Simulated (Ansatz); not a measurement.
W (fcc, Cu type)

```yaml
crystal:
  lattice:
    - [0.00000, 1.99880, 1.99880]
    - [1.99880, 0.00000, 1.99880]
    - [1.99880, 1.99880, 0.00000]
  atoms:
    - { symbol: W, position: [0.00000, 0.00000, 0.00000] }
```

The slice is a {100} plane (indices of the conventional cell) through the point (0.000, 0.000, 0.000) (fractional), spanned by u = [100] and v = [0 1 -1] in vectors of this cell: u (2.83 Å) and v (2.83 Å, at 90° to u). It covers one period; positions are fractions (u, v).

Calculation: PBEsol (plane waves to 420 eV, PAW, scalar-relativistic; Ansatz, a program for electronic structure). k mesh 20×20×20. Inside the PAW spheres the values are not all-electron values, and peaks at nuclei hang on which shells count as valence. Spin-orbit coupling is left out, though W is heavy. This is one of several known forms of W; the measured ambient cells at hand have space group No. 229. W is run without spin polarisation. W was relaxed with its symmetry unable to fall.

Q: What is the ELF at the midpoint of the shortest W–W line in this plane (2.83 Å)?

A: 0.36.

Q: Sketch the electron localisation function (ELF) on this plane as a map.

A: 
```
|xxxxx@@%*-..:---:..-*%@@xxxx|
|xxxxx@@%+:..:---:..:+%@@xxxx|
|xxxx@@%#=:..:---:..:=#%@@xxx|
|xxx@@@#+-. .:---:. .-+#@@@xx|
|@@@@@%*-.  .:---:.  .-*%@@@@|
|@@@%#*-.   .:---:.   .-*#%@@|
|%%%#+-.    .:---:.    .-+#%%|
|**+=-.    .:-----:.    .-=+*|
|--::.     .:--=--:.     .::-|
|....    ..:--===--:..    ...|
|........::---===---::.......|
|::::::::----=====----:::::::|
|----------=========---------|
|---------===========--------|
|----------=========---------|
|::::::::----=====----:::::::|
|........::---===---::.......|
|....    ..:--===--:..    ...|
|--::.     .:--=--:.     .::-|
|**+=-.    .:-----:.    .-=+*|
|%%%#+-.    .:---:.    .-+#%%|
|@@@%#*-.   .:---:.   .-*#%@@|
|@@@@@%*-.  .:---:.  .-*%@@@@|
|xxx@@@#+-. .:---:. .-+#@@@xx|
|xxxx@@%#=:..:---:..:=#%@@xxx|
|xxxxx@@%+:..:---:..:+%@@xxxx|
|xxxxx@@%*-..:---:..-*%@@xxxx|
|xxxxx@@%*-..:---:..-*%@@xxxx|
```
Scale: ten equal steps from 0.16 (start of ' ') to 0.72 (end of '@'), in the order ' .:-=+*#%@'. Values: electron localisation function (ELF). The map has 28 points along u (one character each, u = 0 at the left) and 28 along v (v = 0 in the bottom row). Points within 0.5 Å of a nucleus are blanked (x), as the pseudised field means little there.
